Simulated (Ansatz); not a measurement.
## AlGa₃P₄: computed properties

The calculation used DFT PBE, scalar-relativistic, plane waves, PAW (Ansatz 0.2.0).

Settings: cutoff 420 eV, Γ-centred mesh 8×8×4 on the computed 8-atom cell, Gaussian smearing of 0.02 eV; no spin polarisation.

The structure is relaxed at this level of theory with its symmetry kept, and needn't be the ground state of this composition.

Space group P-4m2 (No. 115), tetragonal, a = 3.896 Å, c = 11.007 Å. Al has 4 P at 2.38 Å; Ga on a site of symmetry 2mm is surrounded by 4 P at 2.38–2.39 Å; Ga on a site of symmetry -4m2 is surrounded by 4 P at 2.38 Å; P on its first site is surrounded by 4 Ga at 2.38 Å; around P on its second site lie 2 Al at 2.38 Å and 2 Ga at 2.39 Å.

| Property | Result |
| --- | --- |
| Volume per atom | 20.88 Å³ |
| Formation energy from the elements' standard states (uncorrected) | -0.481 eV/atom |
| Kohn–Sham band gap | 1.62 eV |
| Orbital (Löwdin) character of the top 1 eV of the valence band | P 3p 78 %, Ga 4p 15 % |
| Orbital (Löwdin) character of the lowest 1 eV of the conduction band | Ga 4p 22 %, P 3p 20 %, Ga 4s 20 %, P 3s 15 %, Al 3p 9 %, unprojected 12 % |
| Bader charge by site (e) | Al (1 in the cell) 2.09, Ga (2 in the cell) 0.84, Ga (1 in the cell) 0.84, P (2 in the cell) -0.84, P (2 in the cell) -1.47 |

The cell was found from a structure generator's guess, not taken from experiment. Kohn–Sham gaps at this level usually fall short of measured ones. Löwdin shares on free-atom orbitals overweight diffuse shells in the empty bands.
